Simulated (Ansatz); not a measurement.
AgCl (rock salt) is sheared across one {100} plane: the third cell vector gains the shift, so faults repeat every 8.2 Å. The cut lies between planes 2.72 Å apart; the cell height is held.

```
AgCl
1.0
    3.85193     0.00000     0.00000
    0.00000     3.85193     0.00000
    1.92596     1.92596     8.17118
Cl Ag
3 3
Direct
  0.00000   0.00000   0.83333
  0.33333   0.33333   0.16667
  0.66667   0.66667   0.50000
  0.50000   0.50000   0.83333
  0.83333   0.83333   0.16667
  0.16667   0.16667   0.50000
```

In-plane vectors a = (3.852, 0.000) Å, b = (0.000, 3.852) Å, area 14.84 Å². The shift is x·a + y·b, and the map repeats with period 1 in x and y. The shift is rigid: no atom relaxes. γ = [E(shift) − E(0)] / area.

Level of theory: PBEsol (plane waves to 420 eV, PAW, scalar-relativistic; Ansatz, a program for electronic structure). k mesh 7×7×7 (Γ-centred), Fermi-Dirac smearing 0.05 eV. Energies are extrapolated to zero smearing. As the smearing reaches across the gap at some points, the k mesh leaves noise in γ, roughly 0.02 J/m² as judged from a few cases. Faults lie only 8.2 Å apart, and holding the cell height and the atoms raises γ above its relaxed value. AgCl was relaxed with its symmetry unable to fall. γ is measured from zero shift.

**Question.** What γ (J/m²) does the calculation give at all points of the grid x = 0.000, 0.167, 0.333, 0.500, 0.667, 0.833 by y = 0.000, 0.167, 0.333, 0.500, 0.667, 0.833?

**Answer.** γ (J/m²), with x across and y down:

```tsv
y \ x	0.000	0.167	0.333	0.500	0.667	0.833
0.000	0.00	0.04	0.15	0.21	0.15	0.04
0.167	0.04	0.09	0.23	0.31	0.23	0.09
0.333	0.15	0.23	0.44	0.58	0.44	0.23
0.500	0.21	0.31	0.58	0.74	0.58	0.31
0.667	0.15	0.23	0.44	0.58	0.44	0.23
0.833	0.04	0.09	0.23	0.31	0.23	0.09
```

(The slope of γ gives the shear force per area between the displaced halves; near zero shift its curvature is an elastic stiffness.)
